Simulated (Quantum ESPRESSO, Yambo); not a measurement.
Ba2ScNbO6 (space group Fm-3m, No. 225). The geometry is that of Materials Project entry mp-1206644, symmetrised and not relaxed again. Chain: PBEsol (Quantum ESPRESSO, PseudoDojo norm-conserving, 84 Ry, no spin-orbit coupling); G0W0 in Yambo (2×2×2 Γ-centred k mesh, bands 3 to 219 and a 7 Ry block in the screening, 219 bands in G with the Bruneval-Gonze terminator, plasmon pole fitted at 27.2 eV); BSE (4×4×4 mesh, 17 valence and 11 conduction bands, static screening with 91 bands and a 3 Ry block, scissor 1.58 eV, Tamm-Dancoff).

```yaml
PBEsol gap (dense path): 2.65 eV
PBEsol gap Γ → Γ on the GW mesh: 2.65 eV
PBEsol smallest direct gap on the GW mesh, at Γ: 2.65 eV
G0W0 direct gap at that point: 4.23 eV
G0W0 correction to the gap Γ → Γ: 1.58 eV
direct gap on the BSE mesh, with the scissor: 4.23 eV
first BSE state allowed for light along x: none among the lowest states (field along x)
lowest BSE state: 3.69 eV
binding_of_the_lowest_exciton: 0.54 eV
```

Rough cost of the Yambo steps against G0W0 for 6 states: BSE about 7×.

Nearest settings tried, and what they do to the gap: 145 bands in W, 145 bands in G: +72 meV; 3 Ry block (89 vectors against 331): +127 meV. Not varied: mesh. So the settings aren't converged at that level. The k mesh is coarse. The BSE states are vertical excitations (zero momentum). Convergence of the binding with the mesh was not shown.

Spin-orbit splittings are left out.

The structure is a Materials Project entry; no match was found in the copy of COD used, and its stability was not checked.
